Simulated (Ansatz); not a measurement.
SiC:
```
CELL_PARAMETERS angstrom
      3.09198     0.00000     0.00000
     -1.54599     2.67773     0.00000
      0.00000     0.00000     5.07436
ATOMIC_POSITIONS crystal
  Si 0.66667 0.33333 0.00052
  Si 0.33333 0.66667 0.50052
  C  0.66667 0.33333 0.62468
  C  0.33333 0.66667 0.12468
```

Cartesian axes are those of the cell as given.

Q: Give the high-frequency dielectric tensor and the Born effective charge tensors of the independent atoms from DFPT, PBE in the plane-wave PAW code Ansatz.

A: 
ε∞:
```
6.96  0.00  0.00
0.00  6.96  0.00
0.00  0.00  7.32
```
Z* of atom 1 (Si), rows: field, columns: displacement, in e:
```
2.66  0.00  0.00
0.00  2.66  0.00
0.00  0.00  2.86
```
Z* of atom 3 (C), rows: field, columns: displacement, in e:
```
-2.66   0.00   0.00
 0.00  -2.66   0.00
 0.00   0.00  -2.86
```

Static charges for comparison (Bader): Si1 +2.76, C3 -2.76 e. Born charges measure polarisation by displacement and can exceed these by far.

Space group P6_3mc (wurtzite). The PBE relaxation kept the symmetry of its start; phonons on a q-mesh show no instability.

Potentials: the later of the program's two PAW sets.
